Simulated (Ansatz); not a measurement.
This log comes from Ansatz, run on HfSnO4 on the sites of tetragonal HfO2 (relaxed group P-4m2). The geometry is the r2SCAN minimum.

The cell given to it:
```
CELL_PARAMETERS angstrom
3.56429 0.00000 0.00000
0.00000 3.56429 0.00000
0.00000 0.00000 5.33823
ATOMIC_POSITIONS crystal
Hf 0.50000 0.50000 0.50000
Sn 0.00000 0.00000 0.00000
O 0.50000 0.00000 0.68195
O 0.00000 0.50000 0.81563
O 0.00000 0.50000 0.31805
O 0.50000 0.00000 0.18437
```

Abridged output:
```
scf.n_extra_bands = 10 over 64 filled bands (N_el = 64.0): the run solves 74 bands
Crystal: 6 atoms, lattice volume = 67.818 Å³
Basis set: ecut = 420 eV, 1293 PW (Γ)
Symmetry: 8 space group operations + 8 with time reversal
Magnetic group: BNS 115.284 (UNI 944)
k-points: 60 of 384 (time reversal used)
SCF 1 converged in 11 iterations: F = -24040.740122 eV  dr2 = 6.98e-8
Magnetization: |M| = 0.0000 μB,  M = (+0.0000, +0.0000, +0.0000) μB
Free energy (F): -24040.740122 eV
Fermi energy:    12.455587 eV
--- Forces (eV/Å), atoms counted from 1 ---
  atom   1  Hf      0.00000      0.00000      0.00000
  atom   2  Sn      0.00000      0.00000      0.00000
  atom   3  O       0.00000      0.00000      0.01773
  atom   4  O       0.00000      0.00000    -0.26264
  atom   5  O       0.00000      0.00000    -0.01773
  atom   6  O       0.00000      0.00000      0.26264
--- Stress (GPa, compression-positive) ---
        7.004483       0.000000       0.000000
        0.000000       7.004483       0.000000
        0.000000       0.000000       6.718516
  P = ⅓ Tr σ = 6.9092 GPa (69.092 kbar)
--- Band table (eV; the first three rows and the last of 60) ---
  k-point 0: bands = […, 11.5534, 11.5534, 12.1408, 12.1408, 12.3216, 12.3216, 12.3234, 12.3234, 14.4927, 14.4927, 17.9881, 17.9881, 18.1649, 18.1649, …]
  k-point 1: bands = […, 11.4502, 11.4502, 11.8442, 11.8442, 12.3303, 12.3303, 12.3323, 12.3323, 14.8924, 14.8924, 17.9875, 17.9875, 18.1725, 18.1725, …]
  k-point 2: bands = […, 11.1713, 11.1713, 11.2458, 11.2458, 12.3502, 12.3502, 12.3522, 12.3522, 15.5975, 15.5975, 17.9647, 17.9647, 18.0030, 18.0030, …]
  k-point 59: bands = […, 11.1214, 11.1214, 11.5833, 11.5833, 12.1202, 12.1202, 12.1955, 12.1955, 18.3278, 18.3278, 18.4309, 18.4309, 18.7741, 18.7741, …]
```

bands.tsv, columns around the gap (it counts bands from 0):
```tsv
# k_distance	band_54	band_55	band_56	band_57	band_58	band_59	band_60	band_61	band_62	band_63	band_64	band_65	band_66	band_67	band_68	band_69	band_70	band_71
# fermi_ev = 12.455587
# [0, 0, 0] at k_distance = 0.000000
# [0, 0.5, 0] at k_distance = 0.881407
# [0.5, 0.5, 0] at k_distance = 1.762814
# [0, 0, 0.5] at k_distance = 3.141255
# [0, 0.5, 0.5] at k_distance = 4.022663
# [0.5, 0.5, 0.5] at k_distance = 4.904070
# levels_relative_to = fermi_ev
0.000	-1.050	-1.050	-0.902	-0.902	-0.315	-0.315	-0.134	-0.134	-0.132	-0.132	2.037	2.037	5.533	5.533	5.709	5.709	7.307	7.307
0.881	-1.547	-1.547	-1.470	-1.470	-1.297	-1.297	-0.504	-0.504	-0.383	-0.383	4.535	4.535	5.422	5.422	5.970	5.970	7.377	7.377
1.763	-1.130	-1.130	-0.557	-0.557	-0.434	-0.434	-0.420	-0.420	0.000	0.000	4.558	4.558	5.991	5.991	6.843	6.843	6.927	6.927
3.141	-1.610	-1.610	-1.597	-1.597	-1.540	-1.540	-0.094	-0.094	-0.092	-0.092	3.534	3.534	5.249	5.249	5.535	5.535	6.851	6.851
4.023	-2.036	-2.036	-1.854	-1.854	-1.283	-1.283	-1.098	-1.098	-1.024	-1.024	4.860	4.860	5.335	5.335	6.344	6.344	7.746	7.746
4.904	-1.411	-1.411	-1.334	-1.334	-0.872	-0.872	-0.335	-0.335	-0.260	-0.260	5.872	5.872	5.975	5.975	6.318	6.318	6.940	6.940
```
In order the rows are Γ, X, M, Z, R, A.

**Question.** What input produced it? Give the YAML.

**Answer.**
```yaml
crystal:
  # lattice and atoms as above
kpoints:
  mp_grid: { grid: [8, 8, 6] }
  band_path:
    path:
      - [0.0, 0.0, 0.0]
      - [0.0, 0.5, 0.0]
      - [0.5, 0.5, 0.0]
      - [0.0, 0.0, 0.5]
      - [0.0, 0.5, 0.5]
      - [0.5, 0.5, 0.5]
    npoints: 1
hamiltonian:
  xc: pbe
scf:
  occupations: { method: fixed }
  n_extra_bands: 10
magnetization:
  noncollinear: true
  spin_orbit: true
output:
  forces: true
  stress: true
  eigenvalues: true
```
The compression on the r2SCAN cell fits PBE, which tends to larger cells. Each band holds one electron and the count is doubled, so the run is non-collinear with spin-orbit coupling. A single point prints forces and stress when the output block asks for them. The lines shown narrow the functional down without fixing it; this is the one that was run. Keys that only write grids to files are left aside. This is the file that was run; thresholds and some counts can't be read off the log exactly.

Wall time 24 s on 1 × NVIDIA H100 80GB HBM3 with 2 threads of AMD EPYC 7R13 Processor (Zen 3) (shared host); peak host memory 1.4 GiB.

Note: simulated data, non-magnetic, for a generated structure that need not be the stable one.
